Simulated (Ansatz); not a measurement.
SiO$_{2}$:
```yaml
crystal:
  lattice:
    - [4.98259, 0.00000, 0.00000]
    - [0.00000, 4.98259, 0.00000]
    - [0.00000, 0.00000, 6.92104]
  atoms:
    - { symbol: Si, position: [0.69788, 0.69788, 0.50000] }
    - { symbol: Si, position: [0.80212, 0.19788, 0.75000] }
    - { symbol: Si, position: [0.30212, 0.30212, 0.00000] }
    - { symbol: Si, position: [0.19788, 0.80212, 0.25000] }
    - { symbol: O, position: [0.89139, 0.76170, 0.31887] }
    - { symbol: O, position: [0.73830, 0.39139, 0.56887] }
    - { symbol: O, position: [0.10861, 0.23830, 0.81887] }
    - { symbol: O, position: [0.26170, 0.60861, 0.06887] }
    - { symbol: O, position: [0.39139, 0.73830, 0.43113] }
    - { symbol: O, position: [0.23830, 0.10861, 0.18113] }
    - { symbol: O, position: [0.60861, 0.26170, 0.93113] }
    - { symbol: O, position: [0.76170, 0.89139, 0.68113] }
```

Relaxed with r²SCAN.

**Question.** Give the Bader charges and basin volumes of the independent atoms, r²SCAN (plane waves, PAW; program Ansatz).

**Answer.** 

```json
[
 {"atom": "Si1", "Bader charge (e)": "+3.37", "Bader volume (Å³)": "2.7"},
 {"atom": "O5", "Bader charge (e)": "-1.68", "Bader volume (Å³)": "19.1"}
]
```

Space group P4_12_12. Symmetry was held in the r²SCAN relaxation.

Potentials: the earlier of the program's two PAW sets. The files were generated under PBE; for other functionals the program regenerates the frozen cores, and for LDA and PBEsol the local potential too.
